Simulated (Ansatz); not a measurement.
Input:

Si:
```yaml
crystal:
  lattice:
    - [0.00000, 2.73508, 2.73508]
    - [2.73508, 0.00000, 2.73508]
    - [2.73508, 2.73508, 0.00000]
  atoms:
    - { symbol: Si, position: [0.50000, 0.50000, 0.50000] }
    - { symbol: Si, position: [0.75000, 0.75000, 0.75000] }
```

This is the PBE-relaxed structure.

Problem. All from PBE (plane waves, PAW; program Ansatz), unless another level is named. Estimate the Debye temperature from the elastic constants.

Solution. 630 K.

Problem. And the elastic constants (relaxed ions, GPa)?

Solution. C11 = 153, C12 = 56.8, C44 = 74.2.

Space group Fd-3m (diamond). Symmetry was held in the PBE relaxation.

Potentials: the later of the program's two PAW sets.
